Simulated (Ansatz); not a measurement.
# Ba: phonons

Ba in the bcc lattice, relaxed with PBE.

```yaml
# lattice in Å, fractional positions
crystal:
  lattice:
    - [-2.51021, 2.51021, 2.51021]
    - [2.51021, -2.51021, 2.51021]
    - [2.51021, 2.51021, -2.51021]
  atoms:
    - { symbol: Ba, position: [0.00000, 0.00000, 0.00000] }
```

DFT in Ansatz; PBE; all-electron PAW datasets (no frozen core) at 240 eV; k mesh 8×8×8; Fermi–Dirac smearing of 0.1 eV; no spin. Harmonic phonons by finite displacements in cells commensurate with each q, in cm⁻¹; i marks an unstable mode.

Caveats: coarse k mesh.

Task: Give all 3 branches at q = (0.5, -0.5, 0.5) and q = (0, 0, 0.5) (reciprocal cell vectors).

Result: q = (0.5, -0.5, 0.5): 73 (×3). q = (0, 0, 0.5): 24, 52, 74.
